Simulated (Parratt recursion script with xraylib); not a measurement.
# X-ray reflectivity of single films on Si: where the minima fall

Method: specular X-ray reflectivity, Parratt recursion, Névot-Croce roughness, xraylib tables (Parratt recursion script with xraylib 4.3.0).

Photon energy 8.048 keV (λ = 1.5406 Å), s polarisation. The grazing angle θ is scanned from 0.05° to 2.5° in 900 evenly spaced points, and the curve is smoothed with a Gaussian of 0.004° full width. A minimum is a scan point below both neighbours, placed by a parabola through ln R at the three points.

Each run is one film on Si (density 2.313 g/cm³, δ = 7.525 × 10⁻⁶, rms roughness 3.2 Å) under vacuum. The film surface has an rms roughness of 4.2 Å in all runs. The refractive index is n = 1 − δ + iβ. The table lists all minima between 0.55 and 1.6°.

| run | film | thickness d (Å) | density (g/cm³) | δ (10⁻⁶) | β (10⁻⁶) | minima at θ (°) |
|---|---|---|---|---|---|---|
| A | Ga2O3 | 150 | 5.711 | 16.33 | 0.3434 | 0.675, 0.943, 1.223, 1.508 |
| B | Ga2O3 | 150 | 4.71 | ? | ? | ? |

Densities are inputs, not measurements. They were set from computed cells of the Materials Project: Ga2O3 from entry mp-886 (C2/m, 5.888 g/cm³, taken at 80 and 97 %); Si from entry mp-149 (Fd-3m, 2.313 g/cm³). A layer's crystal structure does not enter its constants, only its composition and density.

Problem. How many minima does run B have between 0.55 and 1.6°, and where? Estimate its δ first.

Solution. Inside a film the fringe order is m = (2d/λ)(sin²θ − 2δ)^½, with the film's own δ. Where the film's δ lies above the substrate's, its two faces reflect with opposite signs, and minima are expected at whole m.

- Run A, δ above the substrate's: the minima give m = 2.01, 3.01, 4.00, 5.00.

At fixed composition δ is proportional to density: 16.33 × 4.71/5.711 = 13.47, in the table's units (the run used 13.47). In run B the film's δ lies above the substrate's, so take whole m. The window runs from m = 1.57 to 5.34 and holds m = 2, 3, 4, 5. Then sin²θ = 2δ + (mλ/2d)² gives θ = 0.659, 0.931, 1.214, 1.501°.

The run has 4 minima, at 0.663, 0.935, 1.216, 1.503°. The largest distance from one of them to an estimated minimum is 0.004°, against a mean spacing of 0.280°.
